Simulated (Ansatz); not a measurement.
SrPb: do energies and stresses tell the same story?

All numbers below come from DFT PBEsol, scalar-relativistic, plane waves, PAW (Ansatz).

Settings: cutoff 420 eV, Γ-centred mesh 10×10×10 on the computed 4-atom cell, Gaussian smearing of 0.10 eV; no spin polarisation.

Relaxed cell: Cmcm, a = 5.033 Å, b = 12.196 Å, c = 4.610 Å, α = 90.00°, β = 90.00°, γ = 90.00°, 4 atoms in the primitive cell. Whether it is the stable form of this composition wasn't checked.

Energies at zero smearing and pressures from the stress tensor, at volumes with shape and atoms relaxed:
```tsv
V (Å³/atom)	E − E(first) (meV/atom)	P (GPa)
33.249	0.00	2.26
34.310	-10.77	1.03
35.371	-14.06	0.00
36.433	-11.04	-0.88
37.494	-2.70	-1.61
```

**Question.** Check P = −dE/dV between neighbouring volumes, and get the bulk modulus from the pressures alone.

**Answer.** With 1 eV/Å³ = 160.2 GPa:
| middle V (Å³/atom) | −ΔE/ΔV (GPa) | mean P (GPa) |
| --- | --- | --- |
| 33.780 | 1.627 | 1.645 |
| 34.841 | 0.496 | 0.514 |
| 35.902 | -0.457 | -0.441 |
| 36.963 | -1.258 | -1.245 |

The two differ by 0.02 GPa at most. The mean of two end pressures misses the average over a step by about ΔV² P″/12, up to 0.02 GPa here; with that taken off 0.00 GPa remains. Around V = 35.371 Å³/atom, the two neighbours give B = −V ΔP/ΔV = 35.371 × 1.91 / 2.122 = 31.8 GPa, against B0 = 31.7 GPa from the Birch–Murnaghan fit of the energies.

Spin–orbit coupling is left out, which can shift energies with elements as heavy as these.